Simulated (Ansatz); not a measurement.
The elements of this relaxed trial crystal are hidden behind letters.

```
lattice vectors (Å)
   5.1741    0.0000    0.0000
   0.0000    5.1741    0.0000
   0.0000    0.0000    8.8299
fractional positions
X 0.0000 0.0000 0.0000
Z 0.0000 0.0000 0.5000
Q 0.0000 0.5000 0.2934
Q 0.0000 0.5000 0.7066
Q 0.5000 0.0000 0.7066
Q 0.5000 0.0000 0.2934
Q 0.5000 0.5000 0.0000
```

All numbers below come from Ansatz, DFT PBE, scalar-relativistic, plane waves, PAW. Plane waves to 420 eV, an 8×8×4 mesh through Γ for the 7-atom cell and 0.10 eV Gaussian smearing; collinear spin.

| Quantity | Value |
| --- | --- |
| Space group | P4/mmm (No. 123) |
| Conventional cell | a = 5.174 Å, c = 8.830 Å |
| Volume per atom | 33.77 Å³ |
| Density | 5.47 g/cm³ |
| Energy over the elements | −0.22 eV/atom |
| Gap on the 8×8×4 mesh of the 7-atom cell | 0 eV (a metal) |
| Net moment per atom | 0.72 μB |

Energies are uncorrected and count from the elements' standard states at the same level.

Q: X is a d-block element of period 5, Z is a d-block element of period 4 and Q is a p-block element of period 5. Which elements are they?

A: X = Y, Z = Mn, Q = I, so the formula is YMnI5. Density times volume gives a mean mass of 5.47 × 33.77/1.6605 = 111.2 u per atom, and this set has 111.2 u. Around Y lie 12 I at 3.66 Å; Mn has 8 I at 3.17 Å; I on a site of symmetry 2mm has 2 Mn at 3.17 Å, 7 I at 3.65–3.66 Å and 2 Y at 3.66 Å; 1 more site not described. Other sets within the hints have nearly the same mass, so mass alone doesn't settle it; this one was computed.

Spin–orbit coupling, which can matter for I, is left out. No Hubbard U is applied to the 3d shell of Mn. Another magnetic order may lie lower. Symmetry constrained the relaxation, so the result can be a saddle point.
